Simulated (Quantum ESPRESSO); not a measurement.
```
AgI
1.0
    4.41028     0.00000     0.00000
   -2.20514     3.81942     0.00000
    0.00000     0.00000    17.30000
Ag I
2 2
Direct
  0.00000   0.00000   0.04446
  0.66667   0.33333   0.95554
  0.00000   0.00000   0.88112
  0.66667   0.33333   0.11888
```

The layer was cut from Materials Project entry mp-580941 and relaxed with PBEsol in a cell 17.3 Å high, with the Coulomb interaction truncated along z.

### Question
What does PBEsol (Quantum ESPRESSO, PseudoDojo norm-conserving, 82 Ry, without SOC) give for the electronic structure near the Fermi level?

### Answer
The PBEsol gap is direct, 2.02 eV at Γ. The valence-band maximum lies 5.54 eV below the vacuum level. Without spin-orbit coupling, band edges of such heavy elements can be off by tenths of an eV.

This is a model layer cut from the bulk structure; whether it is stable on its own was not checked.
